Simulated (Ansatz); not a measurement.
Rh (fcc, Cu type)

```xyz
4
Lattice="3.8301 0.0000 0.0000 0.0000 3.8301 0.0000 0.0000 0.0000 3.8301" Properties=species:S:1:pos:R:3 pbc="T T T"
Rh     0.0000     0.0000     0.0000
Rh     1.9150     1.9150     0.0000
Rh     1.9150     0.0000     1.9150
Rh     0.0000     1.9150     1.9150
```

In each cell atom 1 (Rh, nearest neighbour Rh at 2.708 Å; its periodic images, 3.8 Å or more away, move with it) moves by s·(1.000, 0.000, 0.000) (along Cartesian x), the rest being held.

All values below come from PBE (plane waves to 420 eV, PAW, scalar-relativistic; Ansatz, a program for electronic structure). k mesh 10×10×10 (Γ-centred), Fermi-Dirac smearing 0.05 eV. With partly filled bands, energies and forces of such displacements shift with the k mesh and the smearing. F∥ is the force on the atom along that direction. Rh is run without spin polarisation. Rh was relaxed with its symmetry unable to fall. 

```csv
s (Å),F∥ (eV/Å)
-0.540,7.247
-0.432,5.381
-0.324,3.781
-0.216,2.389
-0.108,1.172
0.000,0.000
0.108,-1.172
0.216,-2.389
0.324,-3.781
0.432,-5.381
0.540,-7.247
```

What is the force constant k = d²E/ds² of this move at s = 0?

10.8 eV/Å². The forces along the line at the two nearest points give (1.172 − (-1.172)) / (2·0.108) = 10.85 eV/Å²; the next pair corrects for the finite step.

(A displaced cell: forces are minus the slopes of the energy, force constants its curvatures, and phonons follow from these.)
